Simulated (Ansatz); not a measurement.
# YBi₅Rh, a known structure type with other elements, at an estimated volume

```yaml
crystal:
  lattice:
    - [4.87599, 0.00000, 0.00000]
    - [0.00000, 4.87599, 0.00000]
    - [0.00000, 0.00000, 7.89675]
  atoms:
    - { symbol: Bi, position: [0.50000, 0.50000, 0.00000] }
    - { symbol: Y, position: [0.00000, 0.00000, 0.00000] }
    - { symbol: Rh, position: [0.00000, 0.00000, 0.50000] }
    - { symbol: Bi, position: [0.50000, 0.00000, 0.30078] }
    - { symbol: Bi, position: [0.00000, 0.50000, 0.30078] }
    - { symbol: Bi, position: [0.50000, 0.00000, 0.69922] }
    - { symbol: Bi, position: [0.00000, 0.50000, 0.69922] }
```

Single point in Ansatz 0.2.0 with LDA, no spin polarisation. Cutoff 420 eV, PAW datasets, 7×7×5 Γ-centred k mesh, fermi-dirac filling (width 0.046 eV).

Problem. What is the formation energy?

Solution. -0.17 eV an atom against the elements' usual phases (free molecules for gases, crystals otherwise, with no correction for O₂ or N₂), so it is bound against them; other compounds may still compete. Relaxing would lower it.

Problem. Metal or insulator?

Solution. It is a metal, with about 4.3 states/eV a cell as the mean within 0.25 eV of the Fermi level, mostly Bi p (46 %), Y d (22 %) and Rh d (20 %).

Problem. Where is the largest force?

Solution. The largest is on Bi4 (and as large on other atoms): 0.12 eV/Å, components (0.00, 0.00, -0.12). It makes 123° with the line to a nearest neighbour, Rh3 at 2.90 Å.

Problem. Describe some of the short contacts.

Solution. Rh–Bi at 2.90 Å: least valence density 0.30 e/Å³ and ELF 0.28 there. Bi–Bi at 3.15 Å: least valence density 0.22 e/Å³ and ELF 0.28 there. Y–Bi at 3.40 Å: least valence density 0.13 e/Å³ and ELF 0.16 there. Both are smooth PAW fields, read partly inside the augmentation spheres.

Problem. How is the charge shared?

Solution. Bader charges in e: Y +1.36, Bi -0.42 to -0.09, Rh -0.56. In the mean Y gives up most and Rh takes most.

Problem. Is the cell too large or too small?

Solution. The pressure is -0.4 GPa (compression positive), so with the atoms held at these fractions the cell is close to zero pressure. The principal stresses -1.5, -1.5, 1.8 GPa differ, so its shape would change too.

Origin: a known structure type with other elements, at an estimated volume, so it need not be a known compound.
